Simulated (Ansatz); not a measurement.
## Calculated 25Mg nuclear quadrupole resonance for MgW4O12

Cell: a computed structure from the Materials Project (it need not be an observed phase), taken as it stands.

Space group P-4 (No. 81); a = 5.3745, c = 7.8369 Å.

| site | Wyckoff | site symmetry | x | y | z |
| --- | --- | --- | --- | --- | --- |
| Mg | 1b | -4.. | 0.0000 | 0.0000 | 0.5000 |
| W2 | 2g | 2.. | 0.0000 | 0.5000 | 0.7556 |
| W3 | 2g | 2.. | 0.5000 | 0.0000 | 0.7484 |
| O6 | 4h | 1 | 0.1725 | 0.8152 | 0.7235 |
| O7 | 4h | 1 | 0.6918 | 0.6966 | 0.7526 |
| O10 | 2g | 2.. | 0.0000 | 0.5000 | 0.9922 |
| O11 | 2g | 2.. | 0.5000 | 0.0000 | 0.4955 |

One atom of each set is listed.

The numbers come from a DFT calculation in Ansatz (PBE, plane waves and PAW, with spin–orbit coupling, 420 eV cutoff, Γ-centred 6×6×5 k-points, Fermi–Dirac smearing 0.05 eV).

25Mg: I = 5/2, Q = 199.4 mb (year-2017 value). Static lattice, zero field.

**Question.** The simulated lines lie at 1.49, 2.98 MHz. What are |C_Q|, η and |V_zz| at Mg?

**Answer.** For I = 5/2 and η = 0 the lines are 3|C_Q|/20 and twice that; η pulls their ratio below 2. Here |C_Q| = 9.92 MHz, η = 0.00 and |V_zz| = 2.06 × 10²¹ V/m². The calculation gives V_zz negative; the lines don't show the sign. The site has 4 O at 2.22 Å; also 8 O at 2.69–3.05 Å.

An axis of threefold or higher order runs through Mg, so V_zz lies along it and η is zero.

At this cell the PBE pressure is -9 GPa, so with PBE the cell would shrink if it were relaxed. The entry's cell may itself be off. The largest force is 1.6 eV/Å, so the atoms aren't at the calculated equilibrium and relaxing them would move these values. The run finds no gap above 0.1 eV (a metal, or nearly one), so the gradients can move by 10 % or more with the k-mesh.
